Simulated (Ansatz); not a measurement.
TiI3:
```xyz
16
Lattice="6.4475 0.0000 0.0000 0.0000 12.5191 0.0000 0.0000 0.0000 7.2497" Properties=species:S:1:pos:R:3 pbc="T T T"
Ti     4.6456     6.2596     5.4690
Ti     1.8019     6.2596     5.4690
Ti     1.4218     0.0000     1.7806
Ti     5.0257     0.0000     1.7806
I      3.2237     4.2410     4.3013
I      3.2237     8.2781     4.3013
I      0.0000     2.0185     2.9484
I      0.0000    10.5006     2.9484
I      3.2237    10.6000     0.6771
I      3.2237     1.9191     0.6771
I      0.0000     8.1787     6.5726
I      0.0000     4.3404     6.5726
I      3.2237     6.2596     0.5477
I      0.0000     0.0000     6.7019
I      3.2237     0.0000     4.0009
I      0.0000     6.2596     3.2488
```

Relaxed with r²SCAN+D4.

**Question.** Map the electron localisation function on the plane through (0.500, 0.847, 0.093) spanned by u = [1, 0, 0] and v = [0, 1, 1] in lattice vectors, from r²SCAN+D4 (plane waves, PAW; program Ansatz).

**Answer.** x is the fraction of u, y of v (the angle between them is 90°; rows are the nearest grid lines); atoms in the plane: Ti at (0.22, 0.66), Ti at (0.78, 0.66), Ti at (0.72, 0.15), Ti at (0.28, 0.15), I at (0.00, 0.49), I at (0.50, 0.31), I at (0.00, 0.00), I at (0.50, 0.81).
```
|922456664200000000000002466654229|
|556667652000000000000000256766655|
|677776420000134444431000024677776|
|222100000357776666677753000001222|
|000000014666542111245666410000000|
|000000014677654323456776410000000|
|110000001467765555567764100000011|
|321013566521123444321125665310123|
|654575100576310111013675001575456|
|442112443100001111100001344211244|
|666653210000001111100000012356666|
|224566764100000000000001467665422|
|113566764100000000000001467665311|
|666777520000234555432000025777666|
|777653100025677777776520001356777|
|000000013676665434566676310000000|
|000000014676542121245676410000000|
|000000001356766555667653100000000|
|111000000111245666542111000000111|
|110014653346543454345643356410011|
|211113565555422343224555565311112|
|666775310000000111000000013577666|
|455667752100000000000001257766554|
|922456664200000000000002466654229|
```
Scale: ten equal steps from 0.011 (start of '0') to 1.02 (end of '9'), in the order '0123456789'; x runs from 0.000 to 1.00, y from 0.000 (bottom) to 1.00 (top).

The density is the valence pseudo-density with augmentation charge, so density and ELF within about 1 Å of a nucleus are not all-electron values.

Space group Pmmn. The workflow started from a Materials Project entry (that database holds measured and hypothetical structures alike); the Crystallography Open Database files this formula in space group No. 59, but the cells were not matched. Its standing as an ambient phase is unchecked. The cell was relaxed with r²SCAN+D4 under the symmetry of its start; its stability against distortions is not shown here. The run is not spin-polarised. Scalar-relativistic: spin–orbit coupling is off unless named, which matters more the heavier the elements.

Potentials: the later of the program's two PAW sets.
